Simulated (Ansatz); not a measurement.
Here is the system:

As:
```
CELL_PARAMETERS angstrom
      1.90601     1.10044     3.59573
     -1.90601     1.10044     3.59573
      0.00000    -2.20087     3.59573
ATOMIC_POSITIONS crystal
  As 0.22638 0.22638 0.22638
  As 0.77362 0.77362 0.77362
```

This is the PBE-relaxed structure. x, y and z are the axes in which the lattice vectors are written.

Problem. All from PBE (plane waves, PAW; program Ansatz), unless another level is named. Estimate the Young's modulus.

Solution. 61.2 GPa.

Problem. And the elastic constants (relaxed ions, GPa)?

Solution. C11 = 118, C12 = 41.9, C13 = 27.1, C14 = -17.8, C33 = 28.0, C44 = 29.4.

Space group R-3m (A7 (α-As type)). The cell was relaxed with PBE under the symmetry of its start. As this level gives no gap, shear constants depend on the k-mesh and smearing (Fermi–Dirac, 0.1 eV here).

Potentials: the later of the program's two PAW sets.
